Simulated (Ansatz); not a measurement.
The start is a relaxed Hf cell displaced along its unstable phonon at q = (½, ½, 0) of its primitive reciprocal cell (81i cm⁻¹), largest move 0.15 Å. A full variable-cell relaxation at zero pressure is run with PBEsol (plane waves to 420 eV, PAW, scalar-relativistic; Ansatz, a first-principles code). The first steps use a coarse 11×11×11 k-mesh.

Starting cell:
```
Hf
1.0
    5.72971     0.00000     0.00000
    2.86485     2.86485     0.00000
    0.00000     0.00000     2.86485
Hf
2
Direct
  0.00000   0.00000   0.05236
  0.50000   0.00000   0.94764
```

```yaml
largest_initial_force: 0.66 eV/Å, on Hf1, Hf2 (atoms numbered as listed)
energy_released: 0.91 eV/atom
volume_change: -9.2 %, from 23.51 to 21.34 Å³/atom
Shortest distances (start → end): "The closest pairs of elements (up to four, under 3.6 Å), start → end: Hf–Hf 2.86 → 3.04 Å"
optimiser_moves: 14
```

Final structure:

Space group I4/mmm (No. 139); a = b = 3.693 Å, c = 3.129 Å, α = β = γ = 90.00°

| atom | site | symmetry | x | y | z |
|---|---|---|---|---|---|
| Hf | 2b | 4/mmm | 0.0000 | 0.0000 | 0.5000 |
(The calculation used a cell of 1 atom; values per cell refer to that cell.)

Final values are on a 19×19×19 k-mesh of the relaxed cell. No spin polarisation in the result.

The run could not lose the symmetry of its start: the end is stationary, and may be a saddle point rather than a minimum.

The relaxed structure here is a generated cell of Hf: the first start was made by placing the elements on the sites of a structure type, and the end was not matched to a known phase here, so it may be hypothetical. Known forms of Hf include space group No. 194.
